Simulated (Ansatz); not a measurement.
As₂Pt (Pa-3), relaxed with HSE06 (Ansatz, a quantum-chemistry and plane-wave program, plane waves, PAW): a = 5.9796 Å, b = 5.9796 Å, c = 5.9796 Å, α = 90.00°, β = 90.00°, γ = 90.00°.

gap (eV): 0.69
B₀ by P(V) fit (GPa): 160

Problem. The same phase is relaxed and computed with PBEsol in the same code. What are the cell and these values now?

Solution. a = b = c = 5.980 Å, α = β = γ = 90.00°.

* **gap (eV)**: 0.21
* **B₀ by P(V) fit (GPa)**: 155

All cells were relaxed under the symmetry of their starts (and spin orders); stability against distortions was not tested throughout. Rows with no word on spin ran without spin polarisation. Spin–orbit coupling is left out wherever it is not named.

Potentials: the later of the program's two PAW sets.

Ansatz is a plane-wave DFT program.
